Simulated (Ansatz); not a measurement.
SnO2:
```xyz
6
Lattice="4.7553 0.0000 0.0000 0.0000 4.7553 0.0000 0.0000 0.0000 3.1884" Properties=species:S:1:pos:R:3 pbc="T T T"
Sn     0.0000     0.0000     0.0000
Sn     2.3776     2.3776     1.5942
O      1.4557     1.4557     0.0000
O      3.8333     0.9220     1.5942
O      0.9220     3.8333     1.5942
O      3.2996     3.2996     0.0000
```

Relaxed with HSE06. Special points in fractions of this cell's reciprocal vectors: Γ (0.000, 0.000, 0.000); X (0.000, 0.500, 0.000); M (0.500, 0.500, 0.000); Z (0.000, 0.000, 0.500); R (0.000, 0.500, 0.500); A (0.500, 0.500, 0.500).

List the band energies nearest the valence-band maximum at these points for DFT-HSE06 in the program Ansatz with PAW potentials.

In eV from the valence-band maximum; about four levels below and three above (degenerate sets whole), none deeper than 8.9 eV; … stands for higher levels left out; points with the same levels are listed once.

| k | below | above |
|---|---|---|
| Γ | -1.02 -1.02 -0.72 -0.72 0.00 | 2.93 8.19 … |
| X | -0.97 -0.97 -0.59 -0.59 | 6.26 6.26 … |
| M | -1.11 -1.11 -0.98 -0.98 | 6.77 6.77 … |
| Z | -1.75 -1.75 -1.34 -1.34 | 8.27 8.27 … |
| R | -1.15 -1.15 -0.52 -0.52 | 8.55 8.55 … |
| A | -0.95 -0.95 -0.90 -0.90 | 6.76 6.76 … |

Space group P4_2/mnm (rutile). The cell was relaxed with HSE06 under the symmetry of its start. The hybrid was solved on a coarse mesh, the path and, where they were found, the r²SCAN edge points; its band edges are the extreme levels among these. Scalar-relativistic: spin–orbit coupling is off unless named, which matters more the heavier the elements.

Potentials: the later of the program's two PAW sets.
